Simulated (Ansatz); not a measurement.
**Stationary points along a deformation path in Pt**

Computed with DFT LDA, scalar-relativistic, plane waves, PAW in Ansatz. The runs took a 420 eV cutoff, a Γ-centred 24×24×24 mesh and Gaussian smearing (0.15 eV). Spin–orbit coupling is left out, which can shift energies with elements as heavy as these. No spin polarisation. Energies are free energies at this smearing, counted from the undisturbed cell; pressure is positive in compression.

Zero of the scan (as given, not relaxed at this level; it stands at -15.8 GPa; this bcc form isn't the usual structure):

```
CELL_PARAMETERS angstrom
-1.58422 1.58422 1.58422
1.58422 -1.58422 1.58422
1.58422 1.58422 -1.58422
ATOMIC_POSITIONS crystal
Pt 0.00000 0.00000 0.00000
```

At fixed volume and fractional coordinates, lengths along (0.000, 0.000, 1.000) are scaled against those across it; ρ is that ratio over its starting value. V = 15.904 Å³/atom. Δσ is the stress along the axis less the mean stress across it (compression positive).

```
    ρ  ΔE (meV/atom)  Δσ (GPa) space group
0.707           46.6     43.93       I4/mmm
0.780         -105.1      5.62       I4/mmm
0.850          -80.4    -11.05       I4/mmm
1.000            0.0      0.00        Im-3m
1.200          -58.2      6.17       I4/mmm
1.414         -103.7      0.01        Fm-3m
```

How does the stress give the slope of the energy, and where is the energy stationary?

Along the path d ln(length) is 2/3 d ln ρ on the axis and −1/3 d ln ρ across it, so dE/d ln ρ = −(2/3) V Δσ: the energy falls with ρ where Δσ is positive. Δσ vanishes or changes sign between ρ = 0.780 and 0.850, a minimum (near 0.80 by linear interpolation); at ρ = 1.000 (Im-3m), a maximum at 0.0 meV/atom; at ρ = 1.414 (Fm-3m, an end of the scan), at -103.7 meV/atom. Pairs of stationary points between two samples would go unseen, and could change a minimum read from distant neighbours into a maximum. At ρ = 1.000, 1.414 the cell is cubic, where symmetry alone makes the stress isotropic and the slope zero.

Is the start the lowest point of the path?

No: ρ = 0.780 lies 105.1 meV/atom lower, with no sampled rise above the start on the way. Volume and inner coordinates are held, so a relaxed structure there would lie lower still.

In a metal these slopes depend on the k mesh and the smearing.